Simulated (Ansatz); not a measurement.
CaTiO3:
Space group Pnma (No. 62); a = 5.4376 Å, b = 7.5924 Å, c = 5.3358 Å, α = β = γ = 90.00°

```tsv
atom	site	symmetry	x	y	z
Ca	4c	.m.	0.4558	0.2500	0.4905
Ti	4b	-1	0.0000	0.0000	0.5000
O	4c	.m.	0.0201	0.2500	0.5792
O	8d	1	0.2093	0.0416	0.2086
```

Relaxed with PBEsol. PBEsol in the plane-wave PAW code Ansatz gives a gap of 2.43 eV.

Task: What gap does HSE06 give on the same cell (Ansatz, PAW)?

Result: 3.94 eV, 1.52 eV more. The hybrid was solved on a coarser mesh and at special points; the gap given is the minimum over both.

```tsv
k	v1 PBEsol	c1 PBEsol	v1 HSE06	c1 HSE06
Γ	0.00	2.43	0.00	3.94
X	-0.22	3.30	___	___
Z	-0.29	3.37	___	___
U	-0.08	2.53	___	___
Y	-0.15	2.55	-0.16	4.10
S	-0.32	3.72	-0.35	5.37
T	-0.26	3.67	___	___
R	-0.35	3.37	-0.37	4.96
```

Task: Top valence (v1) and lowest conduction level (c1) in eV from each method's valence maximum (which need not be a listed point): supply the withheld HSE06 values.

Result: 
- U, v1 HSE06: -0.09
- U, c1 HSE06: 4.08
- Z, v1 HSE06: -0.30
- Z, c1 HSE06: 4.96
- X, v1 HSE06: -0.24
- X, c1 HSE06: 4.88
- T, v1 HSE06: -0.26
- T, c1 HSE06: 5.32

Cost on shared cores: the PBEsol run (SCF on a 5×4×5 mesh, then bands and DOS) about 7 core-minutes (a rough figure), the HSE06 run (SCF on 3×2×3, then a few points) about 10 core-minutes (a rough figure); the tasks are unlike.

The workflow started from a Materials Project entry (that database holds measured and hypothetical structures alike); the Crystallography Open Database files this formula in space group No. 62, but the cells were not matched. Its standing as an ambient phase is unchecked. The cell was relaxed with PBEsol under the symmetry of its start; its stability against distortions is not shown here. No spin polarisation was allowed.

Potentials: the earlier of the program's two PAW sets. The files were generated under PBE; for other functionals the program regenerates the frozen cores, and for LDA and PBEsol the local potential too.
